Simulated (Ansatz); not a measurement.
## Relaxing a structure of SiNi

The start is a relaxed SiNi cell, doubled along one cell vector, shaken by Gaussian noise of σ = 0.08 Å a coordinate. The structure is fully relaxed (lattice and positions, P = 0) with PBEsol (plane waves to 420 eV, PAW, scalar-relativistic; Ansatz, a program for electronic structure). The first steps use a coarse 9×5×9 k-mesh.

Input geometry:
```
CELL_PARAMETERS angstrom
      0.00000     2.34152     2.34152
      4.68305     0.00000     4.68305
      2.34152     2.34152     0.00000
ATOMIC_POSITIONS crystal
  Ni 0.95398 0.02278 0.01500
  Ni 0.01887 0.49616 0.99337
  Si 0.47788 0.24792 0.50970
  Si 0.54699 0.75339 0.47243
```

Problem. Which atoms feel the largest initial force, and how large is it?

Solution. About 0.9 eV/Å, on Si4 (atoms numbered as listed).

Problem. By how much does the energy per atom fall from start to end?

Solution. 0.43 eV/atom.

Problem. Does it find its way back to the structure it was made from?

Solution. It does not go back: it reaches R-3m (No. 166), AFLOW prototype AB_hR2_166_a_b (L1_1, as in CuPt), 0.40 eV/atom below the parent.

Problem. How do the shortest distances between atoms change?

Solution. The closest pairs of elements (up to four, under 3.6 Å), start → end: Ni–Si 2.21 → 2.39 Å; Ni–Ni 3.12 → 2.64 Å; Si–Si 3.22 → 2.64 Å.

Problem. What band gap does the relaxed structure have at this level?

Solution. Zero (metallic).

Final values are on a 21×21×21 k-mesh of the relaxed cell. No spin polarisation in the result. A magnetic state may lie lower.

The relaxed structure here is a generated cell of SiNi: the first start was made by placing the elements on the sites of a structure type, and the end was not matched to a known phase here, so it may be hypothetical. Known forms of SiNi include space group No. 62.
